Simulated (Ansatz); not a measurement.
Ag (fcc (Cu type), Fm-3m), a = b = c = 4.0531 Å, α = β = γ = 90.00°; the cell used has 1 atom.

Relaxed with PBEsol.

**Question.** Which orbitals make up the states near the Fermi level in plane-wave PAW PBEsol (Ansatz code)?

**Answer.** Within 0.5 eV of the Fermi level: Ag 5s 53 %, Ag 4d 19 %, outside the projected shells 29 %. Projections are on Löwdin-orthogonalised atomic valence shells; empty p or d shells of many metals are not among them.

**Question.** Tabulate the density of states.

**Answer.** States/eV per cell of 1 atom, in 0.25 eV bins, energy from the Fermi level.

```csv
E (eV),total,Ag 4d,Ag 5s
-7.85,0.04,0.00,0.04
-7.60,0.07,0.00,0.06
-7.35,0.09,0.00,0.08
-7.10,0.11,0.01,0.11
-6.85,0.15,0.01,0.13
-6.60,0.45,0.24,0.20
-6.35,1.83,1.45,0.37
-6.10,3.22,2.75,0.45
-5.85,2.78,2.55,0.22
-5.60,2.02,1.90,0.10
-5.35,2.39,2.30,0.07
-5.10,2.40,2.31,0.08
-4.85,2.81,2.68,0.11
-4.60,4.09,3.92,0.14
-4.35,2.41,2.27,0.11
-4.10,2.61,2.49,0.09
-3.85,3.03,2.94,0.07
-3.60,2.57,2.49,0.06
-3.35,2.45,2.38,0.06
-3.10,3.45,3.38,0.06
-2.85,2.45,2.38,0.07
-2.60,0.23,0.14,0.08
-2.35,0.22,0.12,0.09
-2.10,0.22,0.11,0.10
-1.85,0.22,0.10,0.11
-1.60,0.22,0.09,0.12
-1.35,0.23,0.08,0.13
-1.10,0.23,0.07,0.13
-0.85,0.24,0.07,0.14
-0.60,0.26,0.06,0.14
-0.35,0.26,0.06,0.14
-0.10,0.26,0.05,0.14
0.15,0.27,0.05,0.14
0.40,0.26,0.04,0.13
0.65,0.26,0.04,0.13
0.90,0.26,0.03,0.13
1.15,0.26,0.03,0.12
1.40,0.26,0.03,0.11
1.65,0.26,0.02,0.10
1.90,0.25,0.02,0.10
2.15,0.24,0.02,0.09
2.40,0.23,0.02,0.08
2.65,0.22,0.01,0.07
2.90,0.20,0.01,0.06
3.15,0.19,0.01,0.05
3.40,0.17,0.01,0.04
3.65,0.17,0.01,0.05
3.90,0.33,0.02,0.18
4.15,0.34,0.02,0.18
4.40,0.33,0.02,0.17
4.65,0.31,0.02,0.14
```

Symmetry was held in the PBEsol relaxation. No spin polarisation was allowed. Spin–orbit coupling is left out wherever it is not named.

Potentials: the later of the program's two PAW sets.
